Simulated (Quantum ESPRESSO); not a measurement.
## Si3O4NF (input and log of a self-consistent run)

Simulated, not a measurement. The program is pw.x of Quantum ESPRESSO 7.5 (plane-wave density functional theory). The cell is made up: 9 atoms on a quartz lattice, with randomly drawn elements, strain and displacements, not relaxed. PseudoDojo standard norm-conserving files (v0.5 for PBE, v0.4.1 for LDA and PBEsol) set the functional; there is no spin polarisation, spin-orbit coupling or dispersion term, and the masses in the input are unused placeholders.

Input:

```
&control calculation='scf', pseudo_dir='./dojo.nc.sr.pbe.v0_5.standard.upf', outdir='./o', disk_io='low', tprnfor=.true., tstress=.true. /
&system ibrav=0, nat=9, ntyp=4, nbnd=30, ecutwfc=84.00895049, nosym=.true., tot_charge=0,
 occupations='smearing', smearing='fd', degauss=0.0018374661
/
&electrons conv_thr=7.350e-09, electron_maxstep=60, /
ATOMIC_SPECIES
F 1.0 F.upf
N 1.0 N.upf
O 1.0 O.upf
Si 1.0 Si.upf
CELL_PARAMETERS angstrom
5.0843 0.0 0.0
-2.5421 4.4031 0.0
0.0 0.0 5.5806
ATOMIC_POSITIONS angstrom
Si 2.4391 -0.0068 3.6909
Si -1.1846 2.0409 1.8114
Si 1.3658 2.3656 -0.0004
O 1.4011 1.1568 4.3796
N 3.3874 0.6906 2.5797
O 2.8339 2.5602 0.6253
F 0.3521 1.8175 1.2419
O -1.1154 3.2139 3.0611
O 0.8462 3.7998 4.9524
K_POINTS automatic
5 5 4 1 1 1
```

The log is shortened where brackets say so; the opening notice, blank lines, dates and the lines on written files are dropped, and the path of the files is cut. It prints rydbergs, bohrs and kilobars, and counts compression as positive stress. With no partly filled state, the Fermi energy that it prints is only some level between the filled and the empty states on the mesh, and need not lie in the true gap.

```
     Program PWSCF v.7.5
     Parallel version (MPI & OpenMP), running on       4 processor cores
     Number of MPI processes:                 4
     Threads/MPI process:                     1
     [start-up lines left out]
     bravais-lattice index     =            0
     lattice parameter (alat)  =       9.6079  a.u.
     unit-cell volume          =     843.0769 (a.u.)^3
     number of atoms/cell      =            9
     number of atomic types    =            4
     number of electrons       =        48.00
     number of Kohn-Sham states=           30
     kinetic-energy cutoff     =      84.0090  Ry
     charge density cutoff     =     336.0358  Ry
     scf convergence threshold =      7.3E-09
     mixing beta               =       0.7000
     number of iterations used =            8  plain     mixing
     Exchange-correlation= PBE
                           (   1   4   3   4   0   0   0)
     [axes and pseudopotential details left out]
   Cartesian axes
     site n.     atom                  positions (alat units)
         1        Si     tau(   1) = (   0.4797317  -0.0013375   0.7259406  )
         2        Si     tau(   2) = (  -0.2329918   0.4014122   0.3562732  )
         3        Si     tau(   3) = (   0.2686309   0.4652755  -0.0000787  )
         4        O      tau(   4) = (   0.2755738   0.2275239   0.8613968  )
         5        N      tau(   5) = (   0.6662471   0.1358299   0.5073855  )
         6        O      tau(   6) = (   0.5573825   0.5035501   0.1229864  )
         7        F      tau(   7) = (   0.0692524   0.3574730   0.2442617  )
         8        O      tau(   8) = (  -0.2193812   0.6321224   0.6020691  )
         9        O      tau(   9) = (   0.1664339   0.7473595   0.9740574  )
     number of k points=    50  Fermi-Dirac smearing, width (Ry)=  0.0018
                       cart. coord. in units 2pi/alat
        k(    1) = (   0.1000000   0.1732052   0.1138834), wk =   0.0400000
        k(    2) = (   0.1000000   0.1732052   0.3416501), wk =   0.0400000
     [further k points left out]
     Dense  grid:    87721 G-vectors     FFT dimensions: (  60,  60,  64)
     Estimated max dynamical RAM per process >     178.00 MB
     Estimated total dynamical RAM >     647.76 MB
     Initial potential from superposition of free atoms
     starting charge      47.9981, renormalised to      48.0000
     Starting wfcs are   36 randomized atomic wfcs
     total cpu time spent up to now is        2.6 secs
     per-process dynamical memory:   134.9 Mb
     Self-consistent Calculation
     iteration #  1     ecut=    84.01 Ry     beta= 0.70
     Davidson diagonalization with overlap
     ethr =  1.00E-02,  avg # of iterations =  3.0
     total cpu time spent up to now is        6.6 secs
     total energy              =    -227.16512403 Ry
     estimated scf accuracy    <       2.68700422 Ry
     iteration #  2     ecut=    84.01 Ry     beta= 0.70
     Davidson diagonalization with overlap
     ethr =  5.60E-03,  avg # of iterations =  3.0
     total cpu time spent up to now is       10.3 secs
     total energy              =    -227.68490297 Ry
     estimated scf accuracy    <       2.86604056 Ry
     iteration #  3     ecut=    84.01 Ry     beta= 0.70
     Davidson diagonalization with overlap
     ethr =  5.60E-03,  avg # of iterations =  2.0
     total cpu time spent up to now is       13.4 secs
     total energy              =    -228.29326189 Ry
     estimated scf accuracy    <       0.13923168 Ry
     iteration #  4     ecut=    84.01 Ry     beta= 0.70
     Davidson diagonalization with overlap
     ethr =  2.90E-04,  avg # of iterations =  4.9
     total cpu time spent up to now is       17.4 secs
     total energy              =    -228.31477359 Ry
     estimated scf accuracy    <       0.02083984 Ry
     iteration #  5     ecut=    84.01 Ry     beta= 0.70
     Davidson diagonalization with overlap
     ethr =  4.34E-05,  avg # of iterations =  8.7
     total cpu time spent up to now is       22.3 secs
     total energy              =    -228.31952444 Ry
     estimated scf accuracy    <       0.00302255 Ry
     [iterations 6 to 7 left out]
     iteration #  8     ecut=    84.01 Ry     beta= 0.70
     Davidson diagonalization with overlap
     ethr =  1.17E-07,  avg # of iterations =  2.0
     total cpu time spent up to now is       33.4 secs
     total energy              =    -228.31996113 Ry
     estimated scf accuracy    <       0.00000894 Ry
     iteration #  9     ecut=    84.01 Ry     beta= 0.70
     Davidson diagonalization with overlap
     ethr =  1.86E-08,  avg # of iterations =  3.0
     total cpu time spent up to now is       37.0 secs
     total energy              =    -228.31996391 Ry
     estimated scf accuracy    <       0.00000319 Ry
     iteration # 10     ecut=    84.01 Ry     beta= 0.70
     Davidson diagonalization with overlap
     ethr =  6.64E-09,  avg # of iterations =  2.0
     total cpu time spent up to now is       39.9 secs
     total energy              =    -228.31996415 Ry
     estimated scf accuracy    <       0.00000041 Ry
     iteration # 11     ecut=    84.01 Ry     beta= 0.70
     Davidson diagonalization with overlap
     ethr =  8.59E-10,  avg # of iterations =  2.0
     total cpu time spent up to now is       43.3 secs
     total energy              =    -228.31996422 Ry
     estimated scf accuracy    <       0.00000002 Ry
     iteration # 12     ecut=    84.01 Ry     beta= 0.70
     Davidson diagonalization with overlap
     ethr =  4.21E-11,  avg # of iterations =  4.0
     total cpu time spent up to now is       47.1 secs
     End of self-consistent calculation
          k = 0.1000 0.1732 0.1139 ( 10963 PWs)   bands (ev):
   -25.1551 -16.7558 -15.9614 -15.0422 -14.7228  -9.9674  -8.8158  -6.2214
    -5.6687  -5.4739  -4.5391  -3.0998  -2.6859  -1.5731  -0.6968  -0.4717
    -0.2554   0.2152   0.6153   0.9935   1.2478   1.4283   3.5366   3.8885
     6.5540   9.5590  10.1435  10.4450  10.9890  11.3274
     [levels at the other k points left out]
     the Fermi energy is     4.9300 ev
!    total energy              =    -228.31996423 Ry
     estimated scf accuracy    <          2.4E-09 Ry
     smearing contrib. (-TS)   =      -0.00000000 Ry
     internal energy E=F+TS    =    -228.31996423 Ry
     The total energy is F=E-TS. E is the sum of the following terms:
     one-electron contribution =    -113.06755661 Ry
     hartree contribution      =      80.87868858 Ry
     xc contribution           =     -60.54720967 Ry
     ewald contribution        =    -135.58388654 Ry
     convergence has been achieved in  12 iterations
     Forces acting on atoms (cartesian axes, Ry/au):
     atom    1 type  4   force =    -0.02355000    0.01863587   -0.01891860
     atom    2 type  4   force =    -0.19226632    0.00821256    0.19113402
     atom    3 type  4   force =     0.08036601    0.00111475   -0.19022288
     atom    4 type  3   force =    -0.01243091    0.04199274    0.09208232
     atom    5 type  2   force =     0.03860242    0.00620866   -0.06861163
     atom    6 type  3   force =     0.04537674    0.00500498    0.02376627
     atom    7 type  1   force =     0.03965154   -0.00419067   -0.02275074
     atom    8 type  3   force =     0.04188346   -0.00243331   -0.05048039
     atom    9 type  3   force =    -0.01763294   -0.07454558    0.04400162
     Total force =     0.388552     Total SCF correction =     0.000055
     Computing stress (Cartesian axis) and pressure
          total   stress  (Ry/bohr**3)                   (kbar)     P=      -56.24
   0.00001222   0.00013859  -0.00032424            1.80       20.39      -47.70
   0.00013859  -0.00065024  -0.00034513           20.39      -95.65      -50.77
  -0.00032424  -0.00034513  -0.00050895          -47.70      -50.77      -74.87
     init_run     :      2.43s CPU      2.52s WALL (       1 calls)
     electrons    :     44.34s CPU     44.50s WALL (       1 calls)
     forces       :      0.72s CPU      0.72s WALL (       1 calls)
     stress       :      2.40s CPU      2.40s WALL (       1 calls)
     [timing details left out]
     PWSCF        :     49.97s CPU     50.24s WALL
     JOB DONE.
```

In other units: free energy -3106.451 eV for the cell, pressure -5.62 GPa, largest force component 4.943 eV/Å. A rerun of this cell at a cutoff of 1437 eV and k mesh 7 x 7 x 6 moved values by no more than 0.002 eV in energy, 0.02 GPa in stress and 0.002 eV/Å in force.